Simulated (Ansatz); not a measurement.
The relaxed structure here is a generated cell of ZrS2: the first start was made by placing the elements on the sites of a structure type, and the end was not matched to a known phase here, so it may be hypothetical. Known forms of ZrS2 include space group No. 164.

The end point of a relaxation of ZrS$_{2}$. Space group Pca2₁ (No. 29). The numbers are results of PBE (plane waves to 420 eV, PAW, scalar-relativistic; Ansatz, an electronic-structure program), not measurements.

```cif
data_S8Zr4
_chemical_formula_sum 'Zr4 S8'
_space_group_name_H-M_alt 'Pca21'
_space_group_IT_number 29
_space_group_name_Hall 'P 2c -2ac'
_cell_length_a 6.43663
_cell_length_b 6.11796
_cell_length_c 6.18185
_cell_angle_alpha 90.000
_cell_angle_beta 90.000
_cell_angle_gamma 90.000
loop_
_atom_site_label
_atom_site_type_symbol
_atom_site_symmetry_multiplicity
_atom_site_Wyckoff_symbol
_atom_site_fract_x
_atom_site_fract_y
_atom_site_fract_z
_atom_site_occupancy
Zr1 Zr 4 a 0.05999 0.27998 0.45918 1
S1 S 4 a 0.25095 0.56597 0.21127 1
S2 S 4 a 0.38102 0.08397 0.34486 1
```

Problem. Give the band gap at the level PBE.

Solution. 0.99 eV, indirect (valence top at Γ, conduction bottom at Y) (no spin-orbit coupling).

Problem. Give the smallest direct gap at the level PBE.

Solution. 1.20 eV at Y.

No spin polarisation in the result.

The run could not lose the symmetry of its start, so the end can be a saddle point.

It was reached from a disturbed copy of a Pa-3 (No. 205) cell, against which it lies -0.175 eV/atom.
